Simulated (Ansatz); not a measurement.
LiF:
```xyz
2
Lattice="0.0000 2.0039 2.0039 2.0039 0.0000 2.0039 2.0039 2.0039 0.0000" Properties=species:S:1:pos:R:3 pbc="T T T"
Li     0.0000     0.0000     0.0000
F      2.0039     2.0039     2.0039
```

Tensor components refer to the Cartesian frame of this cell.

Problem. Give the high-frequency dielectric tensor and the Born effective charge tensors of the independent atoms from DFPT, PBEsol (plane waves, PAW; program Ansatz).

Solution. 
ε∞:
```
2.09  0.00  0.00
0.00  2.09  0.00
0.00  0.00  2.09
```
Z* of atom 1 (Li), rows: field, columns: displacement, in e:
```
1.05  0.00  0.00
0.00  1.05  0.00
0.00  0.00  1.05
```
Z* of atom 2 (F), rows: field, columns: displacement, in e:
```
-1.05   0.00   0.00
 0.00  -1.05   0.00
 0.00   0.00  -1.05
```

Space group Fm-3m (rock salt). Symmetry was held in the PBEsol relaxation.

Potentials: the later of the program's two PAW sets.
